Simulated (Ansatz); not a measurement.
Structure from Materials Project entry mp-1056702 (possibly hypothetical), not relaxed further. The listed cell was then made from it by scaling, straining or moving an atom.

An input for Mg: DFT, LDA, all-electron LAPW, scalar-relativistic (Ansatz 0.2.0).

Command: `ansatz run input.yaml --threads 1 --pin off --max-ram 3072MiB --backend cpu --events-out ev --progress --plain --runs-dir out` The run took 7.3 s on 1 thread of Arm Neoverse V2 (shared host), peak memory 0.26 GiB.

```yaml
crystal:
  lattice:
    - [0.0, 2.244256, 2.26669856]
    - [2.244256, 0.0, 2.26669856]
    - [2.244256, 2.244256, 0.0]
  atoms:
    - { symbol: Mg, position: [0.0, 0.0, 0.0] }
kpoints:
  mp_grid: { grid: [16, 16, 16] }
  band_path:
    path:
      - [0.0, 0.0, 0.0]
      - [0.0, 0.5, 0.5]
      - [0.25, 0.75, 0.5]
      - [0.0, 0.5, 0.0]
      - [0.0, 0.0, 0.0]
      - [0.5, 0.5, 0.0]
      - [0.3725370062, 0.6274629938, 0.0]
      - [-0.3725370062, 0.3725370062, 0.0]
      - [0.0, 0.0, 0.0]
    npoints: 5
scf:
  occupations: { method: fermi_dirac, width: 0.03 }
hamiltonian:
  xc: lda
  pseudopotentials: { kind: all_electron, lapw: { basis_error: 0.001 } }
output:
  forces: true
  stress: true
  eigenvalues: true
```

The results part of the log:

```
SCF 1 converged in 5 iterations: F = -5429.222615 eV  dr2 = 9.18e-10
NSCF: frozen V_eff on 41 k-points
SCF converged after 5 iterations
Free energy (F): -5429.222615 eV
Harris-Foulkes:  -5429.222615 eV  (|F-HF|=3.78e-10)
Internal energy: -5429.221139 eV  (E = F + TS)
E sigma→0 (E₀):  -5429.221877 eV
Entropy (-TS):   -0.001476 eV (-1.476 meV/atom)
Fermi energy:    5.230391 eV
--- Per-component energies (eV) ---
  E_band       = -360.004574
  E_kinetic    = 5429.539283
  E_xc         = -424.411972
  E_electrostatic = -10434.348449  (all electrons and nuclei)
  E_smearing   = -0.001476  (= −TS)
  E_closure    = 0.000000  (closes the sum)
  E_atoms      = -5427.478463  (free atoms, spherical and without spin; not in F)
  Σ components = -5429.222615   (vs F -5429.222615, Δ=0.00e0)
  Basis errors (estimates in eV, not in F): energy 2.5e-4 per atom: plane waves 2.4e-4 (1.2e-4 summed), levels above the bands 1.5e-142, relativity 2.2e-10, radial functions 3.9e-6, core shells 7.1e-15; eigenvalues (radial functions only) 4.1e-5; not estimated: angular momenta, meshes, grids; target (lapw.basis_error) 1.0e-3; muffin-tin radii Mg 1.587 Å
--- Forces (eV/Å), atoms counted from 1 ---
  atom   1  Mg    -0.00000000     0.00000000     0.00000000
  max |Σ_I F_I| component: 6.16e-33 eV/Å
--- Stress (GPa, compression-positive) ---
       -1.693471       0.000000       0.000000
        0.000000      -1.693471       0.000000
        0.000000       0.000000      -1.551977
  P = ⅓ Tr σ = -1.6463 GPa (-16.463 kbar)
--- Band table (eV; the first three rows and the last of 349) ---
  k-point 0: bands = ["-70.0685", "-37.4708", "-37.4708", "-37.4695", "-1.6919", "17.5285", "17.6031", "17.6031", "19.3975"]
  k-point 1: bands = ["-70.0683", "-37.4718", "-37.4709", "-37.4699", "-1.6046", "16.1882", "17.3343", "17.3901", "19.5406"]
  k-point 2: bands = ["-70.0680", "-37.4753", "-37.4714", "-37.4706", "-1.3431", "14.1432", "16.9351", "17.0068", "19.3118"]
  k-point 348: bands = ["-70.0643", "-37.5009", "-37.4830", "-37.4830", "4.9539", "5.9250", "11.4466", "12.2428", "12.2428"]
```
